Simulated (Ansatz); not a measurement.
Cs$_{2}$AgBiBr$_{6}$ (double-perovskite type, space group Fm-3m)

```
Cs2AgBiBr6
1.0
    0.00000     5.67150     5.67150
    5.67150     0.00000     5.67150
    5.67150     5.67150     0.00000
Cs Ag Bi Br
2 1 1 6
Direct
  0.25000   0.25000   0.25000
  0.75000   0.75000   0.75000
  0.50000   0.50000   0.50000
  0.00000   0.00000   0.00000
  0.74811   0.25189   0.25189
  0.25189   0.74811   0.74811
  0.25189   0.74811   0.25189
  0.74811   0.25189   0.74811
  0.25189   0.25189   0.74811
  0.74811   0.74811   0.25189
```

The slice is a {110} plane (indices of the conventional cell) through the point (0.252, 0.252, 0.748) (fractional), spanned by u = [100] and v = [1 -1 -1] in vectors of this cell: u (8.02 Å) and v (11.34 Å, at 90° to u). It covers one period; positions are fractions (u, v).

Method: r2SCAN (plane waves to 500 eV, PAW, scalar-relativistic; Ansatz, a first-principles code). k mesh 5×5×5. Near the nuclei the fields are pseudised (PAW); where an atom keeps semicore shells as valence, they peak there. Cs2AgBiBr6 was relaxed with its symmetry unable to fall. Spin-orbit coupling is left out, though Bi is heavy.

**Question.** Predict the map of the density of the lowest conduction band (whole band as if filled, smooth part) on the slice.

**Answer.** 
```
|::==--::..........::==::++%%::  ......  ..**##|
|++--................::==++==..  ......    ::++|
|....                  ....        ..        ..|
|                                              |
|                                              |
|                                              |
|                                              |
|                                              |
|                                              |
|                                              |
|                                              |
|                                              |
|....      ....      ......                  ..|
|++++::    ......  ..==++==::................--|
|--%%++..  ..::..  --%%++::==::..........::----|
|  %%##....::::..  ==@@::..++--..........::==--|
|--%%++..  ..::..  --%%++::==::..........::----|
|++++::    ......  ..==++==::................--|
|....      ....      ......                  ..|
|                                              |
|                                              |
|                                              |
|                                              |
|                                              |
|                                              |
|                                              |
|                                              |
|                                              |
|....                  ....        ..        ..|
|++--................::==++==..  ......    ::++|
|::==--::..........::==::++%%::  ......  ..**##|
|  --==::........::--++..::@@--  ..::..  ..%%**|
```
Scale: ten equal steps from 0.000 (start of ' ') to 0.027 (end of '@'), in the order ' .:-=+*#%@'. Values: density of the lowest conduction band (whole band as if filled, smooth part) in e/Å³. The map has 23 points along u (two characters each, u = 0 at the left) and 32 along v (v = 0 in the bottom row).
